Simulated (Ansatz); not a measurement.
Tc:
```cif
data_Tc2
_chemical_formula_sum 'Tc2'
_space_group_name_H-M_alt 'P 1'
_space_group_IT_number 1
_cell_length_a 2.73112
_cell_length_b 2.73112
_cell_length_c 4.37229
_cell_angle_alpha 90.000
_cell_angle_beta 90.000
_cell_angle_gamma 120.000
loop_
_space_group_symop_operation_xyz
  'x, y, z'
loop_
_atom_site_label
_atom_site_type_symbol
_atom_site_fract_x
_atom_site_fract_y
_atom_site_fract_z
_atom_site_occupancy
Tc1 Tc 0.33333 0.66667 0.75000 1
Tc2 Tc 0.66667 0.33333 0.25000 1
```

Relaxed with r²SCAN+D4.

**Question.** Which orbitals make up the states near the Fermi level in DFT-r²SCAN+D4 in the program Ansatz with PAW potentials?

**Answer.** Within 0.5 eV of the Fermi level: Tc 4d 89 %, Tc 5s 6 %. Projections are on Löwdin-orthogonalised atomic valence shells; empty p or d shells of many metals are not among them.

**Question.** Tabulate the density of states.

**Answer.** States/eV per cell of 2 atoms, in 0.25 eV bins, energy from the Fermi level.

| E (eV) | total | Tc 4d | Tc 5s | Tc 4p |
|---|---|---|---|---|
| -7.80 | 0.00 | 0.00 | 0.00 | 0.00 |
| -7.55 | 0.04 | 0.00 | 0.04 | 0.00 |
| -7.30 | 0.07 | 0.00 | 0.06 | 0.00 |
| -7.05 | 0.10 | 0.00 | 0.08 | 0.00 |
| -6.80 | 0.12 | 0.00 | 0.11 | 0.00 |
| -6.55 | 0.15 | 0.00 | 0.13 | 0.00 |
| -6.30 | 0.18 | 0.01 | 0.15 | 0.00 |
| -6.05 | 0.22 | 0.02 | 0.18 | 0.01 |
| -5.80 | 0.70 | 0.41 | 0.26 | 0.01 |
| -5.55 | 1.75 | 1.26 | 0.45 | 0.02 |
| -5.30 | 2.44 | 1.82 | 0.56 | 0.02 |
| -5.05 | 2.78 | 2.25 | 0.48 | 0.02 |
| -4.80 | 2.94 | 2.43 | 0.46 | 0.03 |
| -4.55 | 2.19 | 1.84 | 0.31 | 0.02 |
| -4.30 | 1.97 | 1.68 | 0.25 | 0.02 |
| -4.05 | 1.69 | 1.48 | 0.17 | 0.02 |
| -3.80 | 3.03 | 2.68 | 0.28 | 0.03 |
| -3.55 | 1.99 | 1.81 | 0.14 | 0.02 |
| -3.30 | 2.32 | 2.14 | 0.12 | 0.02 |
| -3.05 | 2.55 | 2.33 | 0.15 | 0.03 |
| -2.80 | 2.24 | 2.01 | 0.17 | 0.02 |
| -2.55 | 1.01 | 0.90 | 0.08 | 0.01 |
| -2.30 | 1.66 | 1.54 | 0.08 | 0.01 |
| -2.05 | 3.24 | 3.00 | 0.15 | 0.02 |
| -1.80 | 2.82 | 2.61 | 0.14 | 0.02 |
| -1.55 | 2.45 | 2.25 | 0.13 | 0.02 |
| -1.30 | 2.80 | 2.58 | 0.14 | 0.02 |
| -1.05 | 2.94 | 2.71 | 0.14 | 0.02 |
| -0.80 | 2.77 | 2.52 | 0.15 | 0.02 |
| -0.55 | 3.05 | 2.74 | 0.18 | 0.02 |
| -0.30 | 2.47 | 2.23 | 0.14 | 0.01 |
| -0.05 | 1.86 | 1.66 | 0.11 | 0.01 |
| 0.20 | 1.70 | 1.51 | 0.10 | 0.01 |
| 0.45 | 1.60 | 1.43 | 0.09 | 0.01 |
| 0.70 | 1.51 | 1.36 | 0.07 | 0.00 |
| 0.95 | 1.46 | 1.33 | 0.06 | 0.00 |
| 1.20 | 1.38 | 1.27 | 0.05 | 0.00 |
| 1.45 | 1.35 | 1.25 | 0.04 | 0.00 |
| 1.70 | 1.38 | 1.29 | 0.04 | 0.00 |
| 1.95 | 1.56 | 1.47 | 0.04 | 0.00 |
| 2.20 | 1.89 | 1.81 | 0.05 | 0.00 |
| 2.45 | 2.19 | 2.09 | 0.06 | 0.00 |
| 2.70 | 2.56 | 2.46 | 0.08 | 0.00 |
| 2.95 | 3.21 | 3.09 | 0.09 | 0.00 |
| 3.20 | 3.50 | 3.37 | 0.10 | 0.00 |
| 3.45 | 2.41 | 2.27 | 0.11 | 0.00 |
| 3.70 | 0.65 | 0.49 | 0.12 | 0.00 |
| 3.95 | 0.53 | 0.34 | 0.14 | 0.00 |
| 4.20 | 0.51 | 0.30 | 0.15 | 0.00 |
| 4.45 | 0.51 | 0.28 | 0.16 | 0.00 |
| 4.70 | 0.51 | 0.26 | 0.17 | 0.00 |

Space group P6_3/mmc (hcp (Mg type)). The r²SCAN+D4 relaxation kept the symmetry of its start. No spin polarisation was allowed. The pairwise dispersion correction was not fitted to metals. Scalar-relativistic: spin–orbit coupling is off unless named, which matters more the heavier the elements.

Potentials: the later of the program's two PAW sets.
